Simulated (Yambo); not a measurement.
```
CELL_PARAMETERS angstrom
      0.00000     2.33680     2.33680
      2.33680     0.00000     2.33680
      2.33680     2.33680     0.00000
ATOMIC_POSITIONS crystal
  F  0.50000 0.50000 0.50000
  Na 0.00000 0.00000 0.00000
```

The PBEsol cell relaxed from Materials Project entry mp-682 was given an isotropic strain of +1 % on all lattice vectors, and the atoms were relaxed again.

Q: Where are the main features of Im ε from RPA with local fields on PBEsol bands shifted by a G0W0 scissor of 4.53 eV (Yambo; 16×16×16 mesh, 21 bands, 4 Ry local-field block, 0.2 eV broadening; field along x)?

A: Peaks at 12.9 eV (0.8), 15.2 eV (1.0), 18.2 eV (1.5), heights in brackets. Peak heights and small wiggles depend on the k mesh. Convergence of the RPA response with its 16×16×16 mesh was not tested. The scissor comes from a G0W0 run whose convergence isn't established. No excitonic effects at this level.
